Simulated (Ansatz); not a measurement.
The relaxed structure here is a generated cell of CdSe: the first start was made by placing the elements on the sites of a structure type, and the end was not matched to a known phase here, so it may be hypothetical. Known forms of CdSe include space group No. 186, 216.

One stationary structure of CdSe. Space group R3m (No. 160), AFLOW prototype AB_hR6_160_3a_3a (as in SiC). These are PBE (plane waves to 420 eV, PAW, scalar-relativistic; Ansatz, a first-principles code) values and carry that method's errors.

```cif
data_Cd3Se3
_chemical_formula_sum 'Cd3 Se3'
_space_group_name_H-M_alt 'P 1'
_space_group_IT_number 1
_cell_length_a 11.02608
_cell_length_b 11.02608
_cell_length_c 11.02608
_cell_angle_alpha 22.925
_cell_angle_beta 22.925
_cell_angle_gamma 22.925
loop_
_space_group_symop_operation_xyz
  'x, y, z'
loop_
_atom_site_label
_atom_site_type_symbol
_atom_site_fract_x
_atom_site_fract_y
_atom_site_fract_z
_atom_site_occupancy
Cd1 Cd 0.99991 0.99991 0.99991 1
Cd2 Cd 0.22220 0.22220 0.22220 1
Cd3 Cd 0.77773 0.77773 0.77773 1
Se1 Se 0.08331 0.08331 0.08331 1
Se2 Se 0.30566 0.30566 0.30566 1
Se3 Se 0.86119 0.86119 0.86119 1
```

| Quantity | Value |
|---|---|
| Volume per atom | 29.75 Å³ |
| Density | 5.34 g/cm³ |
| Band gap | 0.52 eV, direct at Γ (no spin-orbit coupling) |
| Shortest distances | Cd–Se 2.68 Å |
| k-mesh | 9×9×9 |

Band energies at high-symmetry points (eV from the VBM; labels of this space group; no spin-orbit coupling), from −5 eV up to 5.5 eV:

| point | energies |
|---|---|
| Γ | -3.30 -3.29 -0.53 -0.53 -0.52 -0.52 -0.03 0.00 0.00 0.52 2.24 2.35 |
| T | -4.06 -1.65 -1.63 -0.68 -0.68 -0.19 -0.19 -0.18 -0.18 1.83 1.91 2.20 |
| H2 | -3.81 -3.72 -3.63 -2.60 -2.21 -1.78 -1.62 -1.25 -1.07 3.77 3.97 4.46 4.80 |
| H0 | -3.81 -3.72 -3.63 -2.60 -2.21 -1.78 -1.62 -1.25 -1.07 3.77 3.97 4.46 4.80 |
| L | -4.03 -3.80 -3.64 -1.95 -1.61 -1.45 -1.45 -0.95 -0.68 2.64 3.22 3.50 4.32 4.86 |
| S0 | -3.81 -3.72 -3.63 -2.60 -2.21 -1.81 -1.55 -1.30 -1.07 3.75 4.07 4.35 4.83 |
| S2 | -3.81 -3.72 -3.63 -2.60 -2.21 -1.81 -1.55 -1.30 -1.07 3.75 4.07 4.35 4.83 |
| F | -4.01 -3.87 -3.56 -2.19 -1.67 -1.37 -0.96 -0.96 -0.95 2.63 3.18 3.49 4.39 5.28 |

No spin polarisation in the result.

The run could not lose the symmetry of its start, so the end can be a saddle point.
